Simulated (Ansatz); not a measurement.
## Bands of TlPd$_{3}$

```yaml
crystal:
  lattice:
    - [-2.09036, 2.09036, 3.79616]
    - [2.09036, -2.09036, 3.79616]
    - [2.09036, 2.09036, -3.79616]
  atoms:
    - { symbol: Tl, position: [0.00000, 0.00000, 0.00000] }
    - { symbol: Pd, position: [0.50000, 0.50000, 0.00000] }
    - { symbol: Pd, position: [0.75000, 0.25000, 0.50000] }
    - { symbol: Pd, position: [0.25000, 0.75000, 0.50000] }
```

Atom numbers follow the list: Tl1, Pd2, Pd3, Pd4.

The cell is the one relaxed in the Materials Project (mp-571030), not relaxed further here; entries there can be hypothetical.

Spin polarisation is left out, and whether a magnetic state lies lower isn't shown here.

No spin–orbit coupling, which matters for the heavy atoms here.

Method: Ansatz 0.2.0, DFT, LDA, all-electron LAPW, scalar-relativistic.

Sampling and basis: a Γ-centred 12×12×12 k mesh, Fermi–Dirac smearing of 0.03 eV, basis error target 1 meV/atom, no spin polarisation.

Points in fractions of the reciprocal vectors of this cell: Γ (0, 0, 0), X (0, 0, 0.5), P (0.25, 0.25, 0.25), N (0, 0.5, 0), M (0.5, 0.5, -0.5), S (0.326, 0.674, -0.326), S0 (-0.326, 0.326, 0.326). The path joins them by straight lines in the order Γ–X–P–N–Γ–M–S–S0–Γ; legs that retrace an earlier one aren't tabulated. Energies are in eV from the Fermi level.

Q: List the levels at X between -5 and 5 eV.

A: -4.49, -3.83, -3.37, -3.22, -3.16, -2.96, -2.68, -2.20, -2.10, -1.61, -1.56, -0.99, -0.83, -0.66, -0.55, -0.54, -0.33, 0.86, 3.32.

Q: List the levels at P between -5 and 5 eV.

A: -4.14 (×2), -3.73, -2.92 (×2), -2.72, -2.45, -2.38 (×2), -2.09, -1.45, -1.25 (×2), -0.67, -0.61, -0.54, 0.57 (×2), 4.91.

Q: List the levels at S between -5 and 5 eV.

A: -4.45, -4.39, -3.71, -3.69, -3.30, -3.15, -2.69, -2.13, -1.93, -1.82, -1.67, -1.49, -1.26, -1.23, -0.33, -0.10, 0.01, 3.65.

Q: What is the band gap?

A: none: with an odd electron count and no spin polarisation the bands can't all be full, a metal in this set-up (spin order or a larger cell could open a gap).
